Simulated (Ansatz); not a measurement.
Cu₃Pd (Cu3Au type)

```xyz
4
Lattice="3.6547 0.0000 0.0000 0.0000 3.6547 0.0000 0.0000 0.0000 3.6547" Properties=species:S:1:pos:R:3 pbc="T T T"
Cu     0.0000     1.8273     1.8273
Cu     1.8273     0.0000     1.8273
Cu     1.8273     1.8273     0.0000
Pd     0.0000     0.0000     0.0000
```

The slice is a {210} plane (indices of the conventional cell) through the point (0.500, 0.500, 0.000) (fractional), spanned by u = [100] and v = [021] in vectors of this cell: u (3.65 Å) and v (8.17 Å, at 90° to u). It covers one period; positions are fractions (u, v).

The numbers are results of PBEsol (plane waves to 420 eV, PAW, scalar-relativistic; Ansatz, a program for electronic structure), not measurements. k mesh 13×13×13. These are valence fields of a PAW run, semicore shells included where kept as valence: close to a nucleus they are smooth pseudo fields. Cu3Pd is run without spin polarisation. Cu3Pd was relaxed with its symmetry unable to fall.

Problem. Sketch the electrostatic potential energy of an electron, from the cell's mean on this plane as a map.

Solution. 
```
|xxxxxxxx==%%@@@@@@%%==xxxxxx|
|xxxxxxxx++##%%##%%##++xxxxxx|
|xxxxxx==****++==++****==xxxx|
|::--++**++--      --++**++--|
|****##**==  xxxxxx  ==**##**|
|****##**::xxxxxxxxxx::**##**|
|--==++++::xxxxxxxxxx::++++==|
|xxxx::==--  xxxxxx  --==::xx|
|xxxxxx==++--..  ..--++==xxxx|
|xxxxxx==****++++++****==xxxx|
|xxxx::++####******####++::xx|
|..--++****++--..--++****++--|
|****##**==xxxxxxxxxx==**##**|
|%%%%##++xxxxxxxxxxxxxx++##%%|
|@@@@##==xxxxxxxxxxxxxx==##@@|
|@@@@##--xxxxxxxxxxxxxx--##@@|
|@@@@##==xxxxxxxxxxxxxx==##@@|
|%%%%##++xxxxxxxxxxxxxx++##%%|
|****##**==xxxxxxxxxx==**##**|
|..--++****++--..--++****++--|
|xxxx::++####******####++::xx|
|xxxxxx==****++++++****==xxxx|
|xxxxxx==++--..  ..--++==xxxx|
|xxxx::==--  xxxxxx  --==::xx|
|--==++++::xxxxxxxxxx::++++==|
|****##**::xxxxxxxxxx::**##**|
|****##**==  xxxxxx  ==**##**|
|::--++**++--      --++**++--|
|xxxxxx==****++==++****==xxxx|
|xxxxxxxx++##%%##%%##++xxxxxx|
|xxxxxxxx==%%@@@@@@%%==xxxxxx|
|xxxxxxxx--%%@@@@@@%%--xxxxxx|
```
Scale: ten equal steps from 4.00 (start of ' ') to 12.40 (end of '@'), in the order ' .:-=+*#%@'. Values: electrostatic potential energy of an electron, from the cell's mean, in eV. The map has 14 points along u (two characters each, u = 0 at the left) and 32 along v (v = 0 in the bottom row). Points within 1 Å of a nucleus are blanked (x), as the pseudised field means little there. Values under 4 eV are set to 4. The zero, the cell's mean, hangs on the PAW cores.
